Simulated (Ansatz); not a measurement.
TiSi (CsCl type, Pm-3m) under volume change, PBEsol (plane waves, PAW; program Ansatz), scaled uniformly.

```
V (Å³/atom)  E − E(relaxed) (meV/atom)  P (GPa)
-----------  -------------------------  -------
13.276                            59.7    15.78
13.713                            25.1     9.71
14.151                             5.9     4.46
14.589                             0.0     0.00
15.026                             5.2    -3.73
15.464                            19.9    -6.97
15.901                            43.0    -9.82
```

**Question.** What does a third-order Birch–Murnaghan fit give for V₀, B₀ and B′?

**Answer.** V₀ = 14.59 Å³/atom, B₀ = 137 GPa, B′ = 4.2.

The cell is a constructed one: a structure type filled with these elements; neither database checked (COD, Materials Project) lists it. COD files the formula under space group No. 25, so this cell is another polymorph or a model. Its standing as an ambient phase is unchecked. The cell was relaxed with PBEsol under the symmetry of its start. At this level the phase is mechanically unstable. The run is not spin-polarised.

Potentials: the later of the program's two PAW sets.
